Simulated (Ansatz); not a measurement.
WS2:
```xyz
3
Lattice="3.1724 0.0000 0.0000 -1.5862 2.7473 0.0000 0.0000 0.0000 33.0000" Properties=species:S:1:pos:R:3 pbc="T T F"
S      0.0000     0.0000    14.9392
S      0.0000     0.0000    18.0608
W      1.5862     0.9158    16.5000
```
Free-standing layer in the xy plane with vacuum along z and no interaction between images.

Relaxed with r²SCAN+D4. Plane-wave PAW r²SCAN+D4 (Ansatz code) gives a gap of 1.96 eV.

### Question
What gap does HSE06 give on the same cell (Ansatz, PAW)?

### Answer
2.32 eV, 0.36 eV more. The hybrid was solved on a coarser mesh and at special points; its gap is the smallest among all of these.

```
k  v1 r²SCAN+D4  c1 r²SCAN+D4  v1 HSE06  c1 HSE06
-  ------------  ------------  --------  --------
Γ          0.00          3.12         …         …
M         -0.96          3.06         …         …
K          0.00          1.96      0.00      2.32
```

### Question
Top valence (v1) and lowest conduction level (c1) in eV from each method's valence maximum (which need not be a listed point): supply the withheld HSE06 values.

### Answer

- M, v1 HSE06: -1.14
- M, c1 HSE06: 3.59
- Γ, v1 HSE06: -0.06
- Γ, c1 HSE06: 3.65

Cost on shared cores: the r²SCAN+D4 run (SCF on a 12×12×1 mesh, then bands and DOS) about 110 core-seconds (a rough figure), the HSE06 run (SCF on 9×9×1, then a few points) roughly 4 core-minutes; the tasks are unlike.

Space group P-6m2 (1H). A layer that has been made, often on a substrate. The r²SCAN+D4 relaxation kept the symmetry of its start; whether a distortion lowers the energy is not shown. No spin polarisation was allowed. Scalar-relativistic: spin–orbit coupling is off unless named, which matters more the heavier the elements.

Potentials: the later of the program's two PAW sets.
